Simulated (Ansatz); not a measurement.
## Kick test of a cell of SnO₃

The cell was found from a proposed guess, not taken from experiment.

Theory: DFT PBE, scalar-relativistic, plane waves, PAW in Ansatz. Settings: cutoff 420 eV, Γ-centred mesh 6×8×4 on the computed 8-atom cell, Gaussian smearing of 0.02 eV; no spin polarisation.

The cell below (8 atoms, space group P2_1/m (No. 11)) is relaxed within its symmetry.

```cif
data_structure
_symmetry_space_group_name_H-M 'P 1'
_symmetry_Int_Tables_number 1
_cell_length_a 4.2543
_cell_length_b 3.1660
_cell_length_c 7.8243
_cell_angle_alpha 90.000
_cell_angle_beta 96.806
_cell_angle_gamma 90.000
_cell_volume 104.64
loop_
_atom_site_label
_atom_site_type_symbol
_atom_site_fract_x
_atom_site_fract_y
_atom_site_fract_z
_atom_site_occupancy
Sn1 Sn 0.28283 0.25000 0.64983 1
Sn2 Sn 0.71717 0.75000 0.35017 1
O1 O 0.50537 0.75000 0.80886 1
O2 O 0.12912 0.75000 0.80815 1
O3 O 0.24225 0.75000 0.46357 1
O4 O 0.49463 0.25000 0.19114 1
O5 O 0.87088 0.25000 0.19185 1
O6 O 0.75775 0.25000 0.53643 1
```

For the test it was strained at random (σ = 1.5 % a component), the atoms were moved at random (σ = 0.05 Å), and all was relaxed again on a coarse 4×4×2 mesh (in the run’s order of axes) with 0.10 eV smearing, with no symmetry imposed.

No dispersion correction is applied, so the spacing and binding between layers, chains or molecules are poorly described.

Problem. What happens?

Solution. It doesn't return. The energy falls by 45 meV/atom on that mesh, the volume changes by 7.0 %, and the end has space group P-1 (No. 2) at a loose tolerance. Relaxed again on an 8×8×4 mesh with 0.02 eV smearing, the new structure lies 44 meV/atom below the first (mesh in the axes of the run's cell; the cell below is made exact in the group named). Space group P-1 (No. 2), triclinic, a = 3.440 Å, b = 4.095 Å, c = 8.214 Å, α = 77.8°, β = 89.2°, γ = 87.3°. Sn is surrounded by 2 O at 2.03 Å, 4 O at 2.21–2.23 Å and 2 O at 2.52–2.53 Å; around O on its first site lie 1 O at 1.53 Å, 1 Sn at 2.03 Å and 1 Sn at 2.52 Å; around O on its second site lie 1 O at 1.53 Å, 1 Sn at 2.03 Å and 1 Sn at 2.53 Å; around O on its third site lie 4 Sn at 2.21–2.23 Å.

```yaml
crystal:
  lattice:
    - [3.44012, 0.00000, 0.00000]
    - [0.19616, 4.09018, 0.00000]
    - [0.12088, 1.73498, 8.02801]
  atoms:
    - { symbol: Sn, position: [0.25178, 0.31019, 0.35868] }
    - { symbol: Sn, position: [0.74822, 0.68981, 0.64132] }
    - { symbol: O, position: [0.83863, 0.54841, 0.19698] }
    - { symbol: O, position: [0.66721, 0.21099, 0.19607] }
    - { symbol: O, position: [0.74957, 0.23444, 0.53623] }
    - { symbol: O, position: [0.16137, 0.45159, 0.80302] }
    - { symbol: O, position: [0.33279, 0.78901, 0.80393] }
    - { symbol: O, position: [0.25043, 0.76556, 0.46377] }
```
